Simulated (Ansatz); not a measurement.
Starting cell, SnTe (rock salt):

```xyz
4
Lattice="0.0000 6.4093 6.4093 3.2046 0.0000 3.2046 3.2046 3.2046 0.0000" Properties=species:S:1:pos:R:3 pbc="T T T"
Te     0.0000     0.0000     0.0000
Te     3.2046     6.4093     3.2046
Sn     3.2046     3.2046     3.2046
Sn     3.2046     6.4093     6.4093
```

A phonon eigenvector at L = (0.5, 0.0, 0.0) is frozen into this cell: atom i moves by Q times the vector below, so Q is the largest atomic displacement, in Å. The cell is held. (q is in reciprocal vectors of the primitive cell; the cell shown is doubled to hold the pattern.)

```json
[
 {"atom": "Te1", "x": "0.577", "y": "-0.577", "z": "-0.577"},
 {"atom": "Te2", "x": "-0.577", "y": "0.577", "z": "0.577"}
]
```

Atoms not listed stay in place.

All values below come from PBE (plane waves to 420 eV, PAW, scalar-relativistic; Ansatz, an electronic-structure program). k mesh 13×13×13 (Γ-centred), Fermi-Dirac smearing 0.05 eV. E stands for the smeared free energy. SnTe was relaxed with its symmetry unable to fall. Spin-orbit coupling is left out, though Te is heavy. The PAW data are Ansatz's earlier set. ΔE is measured from the undisplaced structure.

```
Q (Å)   −dE/dQ from forces (eV/Å)  ΔE (eV/cell)
------  -------------------------  ------------
-0.100                      0.972           ___
-0.083                      0.810           ___
-0.067                      0.648        0.0216
-0.050                      0.486        0.0122
-0.033                      0.324        0.0054
-0.017                      0.162           ___
0.000                       0.000        0.0000
0.017                      -0.162           ___
0.033                      -0.324        0.0054
0.050                      -0.486        0.0122
0.067                      -0.648        0.0216
0.083                      -0.810           ___
0.100                      -0.972           ___
```

Q: Fill in the missing entries.

A: 
- -0.100, ΔE (eV/cell): 0.0486
- -0.083, ΔE (eV/cell): 0.0338
- -0.017, ΔE (eV/cell): 0.0014
- 0.017, ΔE (eV/cell): 0.0014
- 0.083, ΔE (eV/cell): 0.0338
- 0.100, ΔE (eV/cell): 0.0486

(A displaced cell: forces are minus the slopes of the energy, force constants its curvatures, and phonons follow from these.)
